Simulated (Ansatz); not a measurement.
## E(M) for Ni (Fm-3m)

```xyz
1
Lattice="0.0000 1.7619 1.7619 1.7619 0.0000 1.7619 1.7619 1.7619 0.0000" Properties=species:S:1:pos:R:3 pbc="T T T"
Ni    0.0000    0.0000    0.0000
```

The source of the geometry is a structure as deposited in COD; atoms and cell stay fixed.

Functional, mesh and filling: LDA, 16×16×16 k mesh, Fermi–Dirac smearing of 0.1 eV. PAW means Ansatz 0.2.0 on its default frozen-core files; LAPW is all-electron LAPW in Ansatz 0.2.0. Site moments are integrated in spheres about the atoms, whose radii differ between the methods. Start moments of the first PAW run (μB): Ni 1.5.

Each run fixes M = N↑ − N↓ with two Fermi levels; the holding field B = (E_F↑ − E_F↓)/2μB is the slope of the free energy against M over μB. Energies count from each method's free run. The held moment starts on the atoms that carry the free run's moments.

Question: Does the cell keep a net moment when the moments are free, and how does its energy change with a held moment?

Answer: The free run ends with M = 0.59 μB per cell. 
```
M (μB/cell)  ΔF PAW (meV/cell)  ΔF LAPW (meV/cell)  B, PAW (T)  largest site moment, PAW (μB)  pressure, PAW (GPa)
       0.00              +27.1               +27.0           –                           0.00                -18.3
       0.19              +23.0               +22.9        -732                           0.20                -18.2
       0.39              +11.1               +11.0       -1245                           0.41                -18.0
       0.53               +1.6                   –        -860                           0.56                -17.8
       0.65               +2.0                   –       +1068                           0.68                -17.3
       0.73               +9.7                +9.8       +2280                           0.75                -16.7
       0.88              +46.8               +46.9       +6492                           0.89                -15.6
```

Against an unpolarised PAW run, spin polarisation gains 27.1 meV per atom; the pressure goes from -18.3 to -17.6 GPa, the usual magnetovolume effect: the magnetic state wants the larger volume.

Separate runs put a uniform field on the spins (g = 2):

```csv
field (T),M PAW (μB/cell),M LAPW (μB/cell)
300,0.604,0.603
600,0.621,0.620
```

The rows needn't lie on one branch: at M = 0 the run is unmagnetised, so slopes across such rows needn't follow B.

The PAW files were made with PBE; the program remakes their cores once for the run's functional and then keeps them frozen. The Ansatz runs typed with the search for lower states off end where their start leads. The magnetic state is the one that this cell and start allow. It needn't be the compound's measured order, which may need a larger cell or be absent.
